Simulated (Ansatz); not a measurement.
Relaxed MoS₂ (3R-MoS2 type, space group R3m):

```yaml
crystal:
  lattice:
    - [1.58761, 0.91661, 6.19494]
    - [-1.58761, 0.91661, 6.19494]
    - [0.00000, -1.83321, 6.19494]
  atoms:
    - { symbol: Mo, position: [0.00000, 0.00000, 0.00000] }
    - { symbol: S, position: [0.75030, 0.75030, 0.75030] }
    - { symbol: S, position: [0.58300, 0.58300, 0.58300] }
```

Level of theory: r2SCAN+rVV10 (plane waves to 500 eV, PAW, scalar-relativistic; Ansatz, a first-principles code). k mesh 10×10×10 (Γ-centred), Fermi-Dirac smearing 0.05 eV. As the smearing reaches across the gap at some points, energies and forces of such displacements shift with the k mesh and the smearing. MoS2 is run without spin polarisation. MoS2 was relaxed with its symmetry unable to fall. This is one of several known forms of MoS2; the measured ambient cells at hand have space group No. 194.

One atom of the cell was then moved (with its periodic images), all else fixed, and the forces (eV/Å) came out as:

```
atom     Fx     Fy      Fz
----  -----  -----  ------
Mo1   0.000  0.000  -3.622
S2    0.000  0.000   4.178
S3    0.000  0.000  -0.556
```

Which atom was moved, and by which vector (Å)?

S2, by (0.00, 0.00, -0.19), 0.19 Å in all.

(For displaced atoms, the force is minus the slope of the energy, and its curvature is a force constant, which sets phonon frequencies.)
